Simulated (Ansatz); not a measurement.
NbN (rock salt)

```yaml
crystal:
  lattice:
    - [0.00000, 2.21059, 2.21059]
    - [2.21059, 0.00000, 2.21059]
    - [2.21059, 2.21059, 0.00000]
  atoms:
    - { symbol: N, position: [0.00000, 0.00000, 0.00000] }
    - { symbol: Nb, position: [0.50000, 0.50000, 0.50000] }
```

The slice is a {111} plane (indices of the conventional cell) through the point (0.000, 0.000, 0.000) (fractional), spanned by u = [100] and v = [-1 2 0] in vectors of this cell: u (3.13 Å) and v (5.41 Å, at 90° to u). It covers one period; positions are fractions (u, v).

Calculation: PBE (plane waves to 420 eV, PAW, scalar-relativistic; Ansatz, a program for electronic structure). k mesh 18×18×18. Inside the PAW spheres the values are not all-electron values, and peaks at nuclei hang on which shells count as valence. NbN is run without spin polarisation. NbN was relaxed with its symmetry unable to fall. The PAW data are Ansatz's earlier set. This is a high-temperature form of NbN.

Predict the map of the electron localisation function (ELF) on the slice.


```
|xx%@@*:   :*@@%x|
|x%@@%=.   .=%@@%|
|@@@@*:     :*@@@|
|@@%*-.     .-*%@|
|**+-.       .-+*|
|::..         ..:|
|                |
|     ..:::..    |
|    .-+***+-.   |
|   .-*%@@@%*-.  |
|   :*@@@@@@@*:  |
|  .=%@@%x%@@%=. |
|  :*@@%xxx%@@*: |
| .:*@@xxxxx@@*:.|
|  :*@@%xxx%@@*: |
|  .=%@@%x%@@%=. |
|   :*@@@@@@@*:  |
|   .-*%@@@%*-.  |
|    .-+***+-.   |
|     ..:::..    |
|                |
|::..         ..:|
|**+-.       .-+*|
|@@%*-.     .-*%@|
|@@@@*:     :*@@@|
|x%@@%=.   .=%@@%|
|xx%@@*:   :*@@%x|
|xxx@@*:. .:*@@xx|
```
Scale: ten equal steps from 0.15 (start of ' ') to 0.80 (end of '@'), in the order ' .:-=+*#%@'. Values: electron localisation function (ELF). The map has 16 points along u (one character each, u = 0 at the left) and 28 along v (v = 0 in the bottom row). Points within 0.4 Å of a nucleus are blanked (x), as the pseudised field means little there.
